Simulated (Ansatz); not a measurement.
Task: ZrTa (L1₀ or tetragonal B2, space group No. 123) is relaxed with r²SCAN in the plane-wave PAW code Ansatz. What lattice parameters of the conventional cell result?

Result: a = 2.928 Å, c = 4.782 Å.

Space group P4/mmm (L1₀ or tetragonal B2). The start of the workflow was typed in or built on a structure type; neither database checked (COD, Materials Project) lists it. Whether it is the stable phase at ambient conditions was not checked. The r²SCAN relaxation kept the symmetry of its start; its stability against distortions is not shown here. No spin polarisation was allowed. Its formation energy is positive at this level, so the cell may be metastable or incomplete. Axis ratios of metals converge slowly with the k-mesh, so a and c are less sure than the volume. Spin–orbit coupling is left out wherever it is not named.

Potentials: the later of the program's two PAW sets.
